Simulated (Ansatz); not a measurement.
Given:

BiB:
```
BiB
1.0
    0.00000     2.74498     2.74498
    2.74498     0.00000     2.74498
    2.74498     2.74498     0.00000
Bi B
1 1
Cartesian
  4.11747   4.11747   4.11747
  0.00000   0.00000   0.00000
```

This is the r²SCAN-relaxed structure. Cartesian axes are those of the cell as given.

All from r²SCAN (plane waves, PAW; program Ansatz), unless another level is named. Give the Hill bulk and shear moduli.

80.2 and 66.6 GPa.

Next, the piezoelectric stress constants (proper, relaxed ions, C/m²)?

e14 = e25 = e36 = 0.17.

Give the elastic constants (relaxed ions, GPa).

C11 = 147, C12 = 46.8, C44 = 80.5.

What about the highest zone-centre frequency (without LO–TO term)?

534 cm⁻¹.

Space group F-43m (zinc blende). A made-up cell: these elements were put on the sites of a structure type; neither database checked (COD, Materials Project) lists it. Whether it is the stable phase at ambient conditions was not checked. The cell was relaxed with r²SCAN under the symmetry of its start; of distortions, only those at the zone centre were tested. Spin–orbit coupling is left out wherever it is not named.

Potentials: the later of the program's two PAW sets.
